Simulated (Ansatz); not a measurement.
A generator proposed this cell of SnTe3.

Space group Fm-3m (No. 225). a = 8.306 Å, b = 8.306 Å, c = 8.306 Å, α = 90.00°, β = 90.00°, γ = 90.00°
```csv
atom,site,symmetry,x,y,z
Sn,4a,m-3m,0.0000,0.0000,0.0000
Te,4b,m-3m,0.5000,0.0000,0.0000
Te,8c,-43m,0.2500,0.2500,0.7500
```

Level of theory: Ansatz 0.2.0, DFT PBE, scalar-relativistic, plane waves, PAW. Plane waves to 420 eV, a k mesh through Γ of 4×4×4 on the computed 4-atom cell and Gaussian smearing (0.10 eV); no spin polarisation.

Formation energies are uncorrected and refer to the elements' standard structures at the same level. The references include grey tin.

Q: Estimate its pressure, forces and energy as it stands.

A: The pressure is -6.3 GPa (it wants to contract), the largest force is 0.00 eV/Å (symmetry fixes the atoms), and the energy is +0.33 eV/atom against the elements. The shortest distance is 3.60 Å.

Q: Is it a good guess?

A: A fair one: relaxing gains about 0.17 eV/atom (the start's value is from the coarse mesh, so the gain is rough) in 9 ionic steps and ends at +0.16 eV/atom on the finer mesh. The symmetry stays Fm-3m (No. 225). The end has the BiF3 (D0_3) type. The volume per atom shrinks by 19.6 %, from 35.8 to 28.8 Å³. The shortest distance goes from 3.60 Å (Sn–Te and Te–Te) to 3.34 Å (Sn–Te and Te–Te). Conventional cell: a = 7.723 Å. Around Sn lie 8 Te at 3.34 Å and 6 Te at 3.86 Å; around Te on a site of symmetry m-3m lie 8 Te at 3.34 Å and 6 Sn at 3.86 Å; around Te on a site of symmetry -43m lie 4 Sn at 3.34 Å, 4 Te at 3.34 Å and 6 Te at 3.86 Å.

The last run used a 10×10×10 mesh for its 4-atom cell and Gaussian smearing of 0.10 eV. Spin–orbit coupling, which can matter for Te, is left out. The reference form of Te is held partly by dispersion forces, which this level lacks. The relaxation can't lower the symmetry of the start, and the grade says only how near the guess is to its own end. A structure relaxed within its symmetry needn't be a true minimum. Another cell of SnTe3 relaxed alike, in Im-3m, lies 258 meV/atom lower, so this cell isn't the stable form at this level.
